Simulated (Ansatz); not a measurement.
Q: Each is relaxed and computed with PBE in the plane-wave PAW code Ansatz. Which is the only one with a gap?
A) InAs, P4_2/mmc (In on 2c, As on 2e)
B) BP, P4_2/mmc (B on 2c, P on 2e)
C) SnGe, P4_2/mmc (Sn on 2c, Ge on 2e)
D) TlBr, P4_2/mmc (Tl on 2c, Br on 2e)

A: D, TlBr, P4_2/mmc (Tl on 2c, Br on 2e). TlBr: gap 2.07 eV (indirect); InAs: metal; BP: metal; SnGe: metal. Constructed cells (a structure type filled with these elements, in neither database checked): TlBr, P4_2/mmc (Tl on 2c, Br on 2e); InAs, P4_2/mmc (In on 2c, As on 2e); BP, P4_2/mmc (B on 2c, P on 2e); SnGe, P4_2/mmc (Sn on 2c, Ge on 2e). Not the usual ambient phase: InAs, P4_2/mmc (In on 2c, As on 2e); BP, P4_2/mmc (B on 2c, P on 2e). All cells were relaxed under the symmetry of their starts (and spin orders); stability against distortions was not tested throughout. Spin–orbit coupling is left out wherever it is not named.

Potentials: the later of the program's two PAW sets.
